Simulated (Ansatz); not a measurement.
## Ni (fcc)

Level of theory: DFT, LDA, scalar-relativistic, collinear spin; plane waves to 420 eV with PAW datasets (Ansatz 0.2.0), Γ-centred 20×20×20 mesh, 0.05 eV Gaussian smearing. The datasets are Ansatz's generated set soft_2.

```cif
data_structure
_symmetry_space_group_name_H-M 'P 1'
_symmetry_Int_Tables_number 1
_cell_length_a 2.4213
_cell_length_b 2.4213
_cell_length_c 2.4213
_cell_angle_alpha 60.000
_cell_angle_beta 60.000
_cell_angle_gamma 60.000
_cell_volume 10.04
loop_
_atom_site_label
_atom_site_type_symbol
_atom_site_fract_x
_atom_site_fract_y
_atom_site_fract_z
_atom_site_occupancy
Ni1 Ni 0.00000 0.00000 0.00000 1
```

The geometry is fixed. Moments are started on Ni in several ways. q is the propagation vector of an order in a doubled cell, in units of this cell's reciprocal vectors; doubled cells take an equivalent mesh or are counted from a ferromagnetic run in the same cell, unless said otherwise. Energies count from the first row, the state in which the cell was relaxed.

The starts:
- ferromagnetic
- no spin polarisation
- antiparallel, q = (0, 0, 1/2)
- antiparallel, q = (0, 1/2, 1/2)
- small parallel moments

(1) Which start ends lowest, and how far above it lies the solution without spin polarisation?

Answer:

(1) Lowest, alike within 0.5 meV/atom: ferromagnetic; antiparallel, q = (0, 0, 1/2) (which ended parallel); antiparallel, q = (0, 1/2, 1/2) (which ended parallel); small parallel moments (which grew into the full parallel moments). Without spin polarisation the energy is 42 meV/atom higher.

```csv
start,largest typed moment (μB),ΔE (meV/atom),gap on the mesh (eV),P (GPa),final spin moments (μB)
ferromagnetic,0.70,0.0,metal,-0.1,Ni 0.64
no spin polarisation,0.00,42.4,metal,-1.5,none
"antiparallel, q = (0, 0, 1/2)",0.80,0.0,metal,-0.1,Ni 0.64
"antiparallel, q = (0, 1/2, 1/2)",0.80,0.0,metal,-0.1,Ni -0.64
small parallel moments,0.50,0.0,metal,-0.1,Ni 0.64
```

These starts lost their opposed signs and ended with parallel moments: antiparallel, q = (0, 0, 1/2); antiparallel, q = (0, 1/2, 1/2).

Without spin polarisation the pressure is 1.4 GPa lower than in the lowest state, so the magnetic solution wants the larger cell.

Only orders that fit these small cells were tried.

Site moments are of spin, integrated over atomic spheres.
